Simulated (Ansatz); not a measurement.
Name crystals whose computed values (DFT-LDA in the program Ansatz with PAW potentials) fall in these windows: ε∞ 3.9 to 4.9; gap (eV) 3.1 to 3.7; G_Hill (GPa) 29 to 37.



```csv
crystal,ε∞,gap (eV),G_Hill (GPa)
"MgH2, Pbcn (Mg on 4c, H on 8d)",4.40,3.32,34.1
```
Others may fit too.

Not the usual ambient phase: MgH2, Pbcn (Mg on 4c, H on 8d). The cell was relaxed under the symmetry of its start.

Potentials: the later of the program's two PAW sets.
